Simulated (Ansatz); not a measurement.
input.yaml (Ansatz)

```yaml
crystal:
  lattice:
    - [0.0, 5.3027061682, 5.3027061682]
    - [5.3027061682, 0.0, 5.3027061682]
    - [5.3027061682, 5.3027061682, 0.0]
  atoms:
    - { symbol: Cs, position: [0.125, 0.125, 0.125] }
    - { symbol: Cs, position: [0.875, 0.875, 0.875] }
hamiltonian:
  xc: lda
  pseudopotentials:
    kind: paw
    azcp:
      Cs: "pseudopotentials/Cs.paw.azcp"
basis:
  ecutwfc: 420
  fft_grid_basis: typed
kpoints:
  mp_grid: { grid: [9, 9, 9], shift: [0, 0, 0] }
magnetization:
  spin_polarized: false
scf:
  occupations: { method: fermi_dirac, width: 0.1 }
```

Output

```
Warning: the record states the generating functional pbe (its physics header spells it `PBE`), which answers neither for hamiltonian.xc's functional nor for the lda family's — results may be inconsistent (PPs are generated against a specific XC)
Engine: ansatz 0.2.0, aarch64-unknown-linux-gnu
Pseudopotentials: kind: paw
Pseudopotential: Cs, paw, valence charge 9, recommended cutoff 420 eV (normal) 
Functional definition: SPW92
  exchange = slater_x
  correlation = pw_c
Crystal: 2 atoms, lattice volume = 298.210 Å³
Basis set: ecut = 420 eV, 5817 PW (Γ)
Bands: 13, of which v1, the nominal top of the filled ones, is band 9 counted from 1 (8 counted from 0)
Symmetry: 48 space group operations
Space group: Fd-3m (ITA 227), of the structure as read, at distance tolerance 6.7e-5 Å
k-points: 35 of 729
Non-local potential: Cs, projectors of the file, l = 0: 3, l = 1: 2, l = 2: 2, l = 3: 2
PAW form: soft (Blöchl's): semilocal exchange-correlation on the pseudo side does not see the compensation charge
PAW frozen core: Cs, regenerated for the run's functional, and the local potential with it (the file was generated under x = pbe(κ = 0.804, μ = 0.2195149727645171), c = pbe(β = 0.06672455060314922))
PAW one-centre angular grid: Cs, 194 points (default); XC on 64 Gauss nodes
Initial density: superposition of atomic densities (neutral atoms: chi_scale 0, normalization atom), corrected by the library's trained network
Initial wavefunctions: pseudopotential atomic-orbital guess
Functional: x = slater, c = lda
SCF iter   1: F=—  HF=-11009.196339 eV  |F-HF|=—  |Δ(HF+E_count)|=         —  Δρ=1.77e-3  dr2=7.17e-3  ethr=1.77e-3  ⟨swp⟩=6.5  Hψ=3007  notcnv=0
SCF iter   2: F=—  HF=-11009.195782 eV  |F-HF|=—  |Δ(HF+E_count)|=   5.57e-4  Δρ=2.09e-4  dr2=1.94e-4  ethr=3.98e-5  ⟨swp⟩=2.1  Hψ=1057  notcnv=0
SCF iter   3: F=—  HF=-11009.195768 eV  |F-HF|=—  |Δ(HF+E_count)|=   1.37e-5  Δρ=8.06e-5  dr2=2.92e-5  ethr=1.08e-6  ⟨swp⟩=2.1  Hψ=818  notcnv=0
SCF iter   4: F=—  HF=-11009.195783 eV  |F-HF|=—  |Δ(HF+E_count)|=   1.48e-5  Δρ=2.56e-5  dr2=4.38e-6  ethr=1.62e-7  ⟨swp⟩=2.1  Hψ=550  notcnv=0
SCF iter   5: F=—  HF=-11009.195790 eV  |F-HF|=—  |Δ(HF+E_count)|=   6.73e-6  Δρ=5.95e-6  dr2=4.87e-7  ethr=2.43e-8  ⟨swp⟩=3.0  Hψ=875  notcnv=0
SCF iter   6: F=-11009.195790 eV  HF=-11009.195790 eV  |F-HF|=2.82e-9  |Δ(HF+E_count)|=   3.05e-7  Δρ=1.75e-6  dr2=4.46e-8  ethr=5.56e-10  ⟨swp⟩=2.0  Hψ=913  notcnv=0
SCF 1 converged in 6 iterations: F = -11009.195790 eV  dr2 = 4.46e-8
SCF converged after 6 iterations
Free energy (F): -11009.195790 eV
Harris-Foulkes:  -11009.195790 eV  (|F-HF|=2.82e-9)
Internal energy: -11009.134093 eV  (E = F + TS)
E sigma→0 (E₀):  -11009.164942 eV
Entropy (-TS):   -0.061697 eV (-30.848 meV/atom)
Fermi energy:    1.165773 eV
--- Per-component energies (eV) ---
  E_band       = -210.332960
  E_kinetic    = 281.611900
  E_local      = -970.595399  (includes V_loc(G=0)·N_el)
  E_nonlocal   = 65.685464
  E_hartree    = 354.082576
  E_xc         = -341.933039
  E_vxc        = -248.413723  (∫ρ·V_xc dr)
  E_paw        = -9806.092732  (= ΣΔE_a)
  E_vpaw       = -46.781878  (= ΣTr[D̂ρ^β])
  E_aug_tail   = -0.000002  (compensation charges beyond the density's cutoff)
  E_ewald      = -592.433972
  E_core_change = 0.541113  (= ΣΔE_core)
  E_smearing   = -0.061697  (= −TS)
  E_closure    = 0.000000  (closes the sum)
  Σ components = -11009.195790   (vs F -11009.195790, Δ=0.00e0)
```
